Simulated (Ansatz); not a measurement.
Relaxed-ion elastic tensor of P (black phosphorus, space group No. 64) in GPa (Voigt order), r²SCAN in the plane-wave PAW code Ansatz; density 2.48 g/cm³, 20.71 Å³ per atom.

```json
[
 {"": "1", "1": "205", "2": "3.1", "3": "36.7", "4": "0.0", "5": "0.0", "6": "0.0"},
 {"": "2", "1": "3.1", "2": "28.8", "3": "-3.8", "4": "0.0", "5": "0.0", "6": "0.0"},
 {"": "3", "1": "36.7", "2": "-3.8", "3": "56.7", "4": "0.0", "5": "0.0", "6": "0.0"},
 {"": "4", "1": "0.0", "2": "0.0", "3": "0.0", "4": "0.4", "5": "0.0", "6": "0.0"},
 {"": "5", "1": "0.0", "2": "0.0", "3": "0.0", "4": "0.0", "5": "54.1", "6": "0.0"},
 {"": "6", "1": "0.0", "2": "0.0", "3": "0.0", "4": "0.0", "5": "0.0", "6": "10.8"}
]
```

Q: Is the crystal mechanically stable?

A: On the edge, within the error: the smallest eigenvalue of C is 0.4 GPa.

Q: Work out the Voigt and Reuss bounds. Is their mean of use?

A: K_V = 40.2, K_R = 17.4; G_V = 30.0, G_R = 2.0 GPa. The bounds lie so far apart that a Hill average or a Debye temperature from it would say little.

Space group Cmce (black phosphorus). The r²SCAN relaxation kept the symmetry of its start. A crystal of weakly bound layers computed without a dispersion correction: the cell and the soft elastic constants depend strongly on that.

Potentials: the later of the program's two PAW sets.
